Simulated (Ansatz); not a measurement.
Ansatz 0.2.0, relaxation: CdBi2As4

Run with:

```bash
ansatz run input.yaml --threads 2 --pin off --max-ram 3584MiB --backend cpu --events-out ev --progress --plain --runs-dir out
```

Input:

```yaml
crystal:
  lattice:
    - [0.0, 5.809541, 0.0]
    - [5.809541, 0.0, 0.0]
    - [2.90477, 2.90477, -5.805327]
  atoms:
    - { symbol: Cd, position: [0.0, 0.0, 0.0] }
    - { symbol: Bi, position: [0.5, 0.5, 0.0] }
    - { symbol: Bi, position: [0.75, 0.25, 0.5] }
    - { symbol: As, position: [0.37, 0.39, 0.74] }
    - { symbol: As, position: [0.61, 0.11, 0.26] }
    - { symbol: As, position: [0.89, 0.87, 0.74] }
    - { symbol: As, position: [0.13, 0.63, 0.26] }
  symmetry: { tolerance: 0.0003 }
kpoints:
  mp_grid: { grid: [5, 5, 5], shift: [0, 0, 0] }
magnetization:
  spin_polarized: false
scf:
  occupations: { method: methfessel_paxton, width: 0.0216 }
  lower_state_search: "off"
hamiltonian:
  pseudopotentials: { kind: paw }
  xc: pbe
basis:
  ecutwfc: 420
  fft_grid_basis: typed
relax:
  max_steps: 80
output:
  forces: true
  stress: true
  eigenvalues: true
  bader: true
  populations: true
  elf: true
  write_potential: true
  volumetric_format: npy
  dos:
    e_range: [-12, 8]
    de: 0.05
    projected: { site_lists: { As: [As], Bi: [Bi], Cd: [Cd] } }
  write_density: true
checkpoint:
  read: saved_state
```

Origin of the cell: a known structure type with other elements, at an estimated volume, so it need not be a known compound.

The saved state is a converged single point of the same cell.

Excerpt of the output:

```
Warning: output.stress: scf.convergence.dr2_threshold = 1e-7 eV (the SCF's general default) is looser than the 7e-10 eV advised for a printed stress (1e-10 eV for each atom of the cell: 7). W […]
Pseudopotentials: kind: paw
Pseudopotential: Cd, paw, valence charge 20, recommended cutoff 420 eV (normal), Cd.paw.azcp
Pseudopotential: Bi, paw, valence charge 15, recommended cutoff 420 eV (normal), Bi.paw.azcp
Pseudopotential: As, paw, valence charge 15, recommended cutoff 420 eV (normal), As.paw.azcp
Functional definition: PBE
  exchange = pbe_x(kappa = kappa, mu = beta*pi^2/3)
  correlation = pbe_c(beta = beta)
Crystal: 7 atoms, lattice volume = 195.934 Å³
Basis set: ecut = 420 eV, 3827 PW (Γ), exchange–correlation on 80×80×96 points (8 copies of the dense FFT grid, shifted against one another)
Bands: 66, of which v1, the nominal top of the filled ones, is band 55 counted from 1 (54 counted from 0)
[… 10 lines left out …]
Initial density: read from a saved state, or passed on in memory by an earlier SCF of this step, an earlier step, the calling program or the single point that the run made first
Functional: x = pbe(κ = 0.804, μ = 0.219515), c = pbe(β = 0.066725)
SCF iter   1: F=—  HF=-52468.583693 eV  Δρ=4.25e-4  dr2=3.90e-4
SCF iter   2: F=—  HF=-52468.584015 eV  S|Δr|=    0.00e0  Δρ=2.62e-4  dr2=1.73e-4
SCF iter   3: F=—  HF=-52468.584174 eV  S|Δr|=    0.00e0  Δρ=5.32e-5  dr2=1.22e-5
SCF iter   4: F=—  HF=-52468.584214 eV  S|Δr|=    0.00e0  Δρ=2.95e-5  dr2=2.41e-6
SCF iter   5: F=—  HF=-52468.584217 eV  S|Δr|=    0.00e0  Δρ=1.01e-5  dr2=3.44e-7
SCF iter   6: F=-52468.584217 eV  HF=-52468.584217 eV  S|Δr|=    0.00e0  Δρ=4.67e-6  dr2=5.58e-8
relax step   1: F+E_penalty+E_count = -52468.584217 eV  Δ(F+E_penalty+E_count) = +0.000e0 eV  max|allowed force component| = 1.813e0 eV/Å  Δτ_max = 0.0000 Å  (6 SCF iters, accepted)
relax step   2: F+E_penalty+E_count = -52469.917396 eV  Δ(F+E_penalty+E_count) = -1.333e0 eV  max|allowed force component| = 7.811e-1 eV/Å  Δτ_max = 0.1956 Å  (5 SCF iters, dr2 threshold 1.00e-4 eV, accepted)
relax step   3: F+E_penalty+E_count = -52470.614222 eV  Δ(F+E_penalty+E_count) = -6.968e-1 eV  max|allowed force component| = 4.960e-1 eV/Å  Δτ_max = 0.1954 Å  (6 SCF iters, dr2 threshold 3.81e-5 eV, accepted)
relax step   4: F+E_penalty+E_count = -52470.916377 eV  Δ(F+E_penalty+E_count) = -3.022e-1 eV  max|allowed force component| = 1.584e-1 eV/Å  Δτ_max = 0.1979 Å  (7 SCF iters, dr2 threshold 4.57e-5 eV, accepted)
relax step   5: F+E_penalty+E_count = -52470.939622 eV  Δ(F+E_penalty+E_count) = -2.324e-2 eV  max|allowed force component| = 5.146e-2 eV/Å  Δτ_max = 0.0597 Å  (8 SCF iters, dr2 threshold 2.56e-6 eV, accepted)
relax step   6: F+E_penalty+E_count = -52470.941303 eV  Δ(F+E_penalty+E_count) = -1.681e-3 eV  max|allowed force component| = 2.005e-2 eV/Å  Δτ_max = 0.0252 Å  (8 SCF iters, dr2 threshold 2.70e-7 eV, accepted)
relax step   7: F+E_penalty+E_count = -52470.941691 eV  Δ(F+E_penalty+E_count) = -3.880e-4 eV  max|allowed force component| = 4.877e-3 eV/Å  Δτ_max = 0.0090 Å  (5 SCF iters, accepted)
SCF 7 converged in 5 iterations: F = -52470.941691 eV  dr2 = 5.26e-8
SCF converged after 5 iterations
Stability not checked: this state was not tested for a lower state beside it, because cold or Methfessel-Paxton smearing, or corrected tetrahedra, fill the levels in a way that the test cannot read (fill_not_monotonic; […]
Free energy (F): -52470.941691 eV
Harris-Foulkes:  -52470.941691 eV  (|F-HF|=5.05e-8)
Internal energy: -52470.941303 eV  (E = F + TS)
E sigma→0 (E₀):  -52470.941594 eV
Entropy (-TS):   -0.000388 eV (-0.055 meV/atom)
Fermi energy:    9.029032 eV
--- Per-component energies (eV) ---
  E_band       = -1720.556785
  E_kinetic    = 1514.881801
  E_local      = -14328.897397  (includes V_loc(G=0)·N_el)
  E_nonlocal   = -1530.951113
  E_hartree    = 6813.453715
  E_xc         = -793.309470
  E_vxc        = -823.108843  (∫ρ·V_xc dr)
  E_paw        = -32747.361802  (= ΣΔE_a)
  E_vpaw       = -179.399563  (= ΣTr[D̂ρ^β])
  E_aug_tail   = -0.000817  (compensation charges beyond the density's cutoff)
  E_ewald      = -11398.756220
  E_smearing   = -0.000388  (= −TS)
  Σ components = -52470.941691   (vs F -52470.941691, Δ=0.00e0)
--- Forces (eV/Å), atoms counted from 1 ---
  atom   1  Cd     0.000000    -0.000000     0.000000
  atom   2  Bi     0.000000    -0.000000     0.000000
  atom   3  Bi    -0.000000    -0.000000     0.000000
  atom   4  As     0.002078    -0.004877     0.000859
  atom   5  As    -0.004877    -0.002078    -0.000859
  atom   6  As    -0.002078     0.004877     0.000859
  atom   7  As     0.004877     0.002078    -0.000859
  max |Σ_I F_I| component: 7.61e-17 eV/Å
--- Stress (GPa, compression-positive) ---
       -0.855995      -0.000000       0.000000
        0.000000      -0.855995       0.000000
        0.000000       0.000000       0.170443
  P = ⅓ Tr σ = -0.5138 GPa (-5.138 kbar)
--- Relaxed structure (7 steps of the walk, 7 accepted, 0 SCFs on fresh bases) ---
  F+E_penalty+E_count = -52470.941691 eV   max|allowed force component| = 4.877e-3 eV/Å
  atoms:
    - { symbol: Cd, position: [-7.094e-19, 1.223e-19, 7.363e-19] }
    - { symbol: Bi, position: [0.500000, 0.500000, 7.363e-19] }
    - { symbol: Bi, position: [0.75, 0.250000, 0.5] }
    - { symbol: As, position: [0.311912, 0.473533, 0.699627] }
    - { symbol: As, position: [0.526467, 0.011540, 0.300373] }
    - { symbol: As, position: [0.988460, 0.826840, 0.699627] }
    - { symbol: As, position: [0.173160, 0.688088, 0.300373] }
--- Löwdin populations: 7 sites ---
  site symbol       q [e]
     0     Cd     18.8900
     1     Bi     14.6526
     2     Bi     14.7547
     3     As     15.3263
     4     As     15.3263
     5     As     15.3263
     6     As     15.3263
  spilling = 0.003613 (of n_electrons = 110.000000)
--- Bader charges: 7 sites ---
  site symbol  charge [e]  shift [e]
     0     Cd      0.3737     0.0006
     1     Bi      0.3851     0.0000
     2     Bi      0.3815     0.0000
     3     As     -0.2851     0.0001
     4     As     -0.2851     0.0001
     5     As     -0.2851     0.0001
     6     As     -0.2851     0.0001
  estimated error of the sums over rays = 3.0e-4 e
```

Before:

Space group I-4 (No. 82); the run's cell has a = 5.810 Å, b = 5.810 Å, c = 7.112 Å, α = 65.89°, β = 65.89°, γ = 90.00°. Shortest distances: As–Cd 2.55 Å, As–Bi 2.55 Å.

After:

Space group I-4 (No. 82); the run's cell has a = 5.810 Å, b = 5.810 Å, c = 7.112 Å, α = 65.89°, β = 65.89°, γ = 90.00°. Shortest distances: As–Cd 2.73 Å, As–As 2.78 Å, As–Bi 2.82 Å.

```
Free energy lowered by                                                                 : 336.8 meV/atom
Final pressure                                                                         : -0.51 GPa
Relaxation steps listed                                                                : 7
Formation energy (elements under the same functional, gases as molecules, uncorrected) : 0.165 eV/atom
```

Caveats: no spin-orbit coupling, though heavy elements are present; the SCF threshold is looser than advised for a stress; the relaxation held the start's symmetry, so the end may be a saddle point.

Time: 110 s on 2 threads of Arm Neoverse V2, on a shared host, peak memory 0.61 GiB, from a saved density.
